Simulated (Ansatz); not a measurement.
**Mg2Sc3TiS8, one structure, two calculations**

Cell: a Materials Project structure (computed, not necessarily an observed phase), atoms as given.

```cif
data_Mg2Sc3TiS8
_symmetry_space_group_name_H-M 'R-3m:H'
_symmetry_Int_Tables_number 166
_cell_length_a 7.5394
_cell_length_b 7.5394
_cell_length_c 18.1989
_cell_angle_alpha 90.000
_cell_angle_beta 90.000
_cell_angle_gamma 120.000
loop_
_atom_site_label
_atom_site_type_symbol
_atom_site_symmetry_multiplicity
_atom_site_Wyckoff_symbol
_atom_site_fract_x
_atom_site_fract_y
_atom_site_fract_z
Mg Mg 6 c 0.0000 0.0000 0.1247
Sc Sc 9 e 0.6667 0.8333 0.3333
Ti Ti 3 b 0.0000 0.0000 0.5000
S7 S 18 h 0.3080 0.1540 0.4172
S9 S 6 c 0.0000 0.0000 0.7418
```

One atom of each set is listed; the run and its k-mesh use a cell of 14 atoms with edges of 7.47, 7.47, 7.47 Å.

First run. All values are calculated (Ansatz; DFT, PBE, plane waves and PAW, scalar-relativistic, collinear spin, 420 eV cutoff, Γ-centred 5×5×5 k-points, Fermi–Dirac smearing 0.02 eV), not measured. Start moments as typed (μB): 1 on each Ti, none on the rest.

```tsv
site	V_zz (10²¹ V/m²)	η	m (μB)
Mg	0.17	0.00	0.01
Sc	-0.52	0.01	0.02
Ti	-2.96	0.00	0.67
S7	2.00	0.36	-0.01
S9	1.59	0.00	0.00
```

Second run. The same atoms and settings, except that the cutoff is 350 eV, the mesh is 6×6×6 and the Fermi–Dirac smearing is 0.05 eV.

**Question.** What does the second run give?

**Answer.** 

```csv
site,V_zz,η,change of V_zz,m (μB)
Mg,0.16,0.00,-0.01,0.01
Sc,-0.53,0.01,-0.01,0.02
Ti,-2.52,0.00,+0.44,0.66
S7,2.04,0.38,+0.04,-0.01
S9,1.61,0.00,+0.02,0.00
```

The largest change of V_zz is on Ti, from -2.96 to -2.52. In per cent, |V_zz| changes by -15 on Ti, +2 on S (all sites that start above 2).

Semilocal functionals can leave a metal where correlation in the d or f shell opens a gap in the real compound, and that would change the values at and beside Ti. All moments are parallel here, as the start or the cell imposes; many such compounds order antiparallel, where fields and spin densities carried over to other atoms largely cancel. The magnetic order is the one that the run reached from its start moments, not necessarily the measured one (the real compound may not order at all).
